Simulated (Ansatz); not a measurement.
Relaxed candidate structures of Eu:

A. Fm-3m (No. 225), cF4, fcc (Cu type); a = b = c = 5.532 Å, α = β = γ = 90.00°; Eu 4a (0.000, 0.000, 0.000); ferromagnetic

B. P6₃/mmc (No. 194), hP2, hcp (Mg type); a = b = 3.977 Å, c = 6.279 Å, α = β = 90.00°, γ = 120.00°; Eu 2d (0.667, 0.333, 0.250); ferromagnetic

**Question.** Rank these by energy per atom (lowest first), as r2SCAN (plane waves to 500 eV, PAW, scalar-relativistic; Ansatz, a first-principles code) gives it.

**Answer.** B (reference, the lowest among the structures calculated here), A (+0.02 eV/atom)

Each run could gain symmetry but not lose that of its start, so entries can be saddle points. All of these are generated cells (placed on structure types, drawn at random, substituted or restacked) that were not matched to a known phase here. Each structure is listed in the lowest spin state found for it. Energies are at zero temperature and pressure, without zero-point motion. Spin states reached: ferromagnetic; spin orders were not searched systematically. The 4f state was not searched, so a lower electronic state may exist.
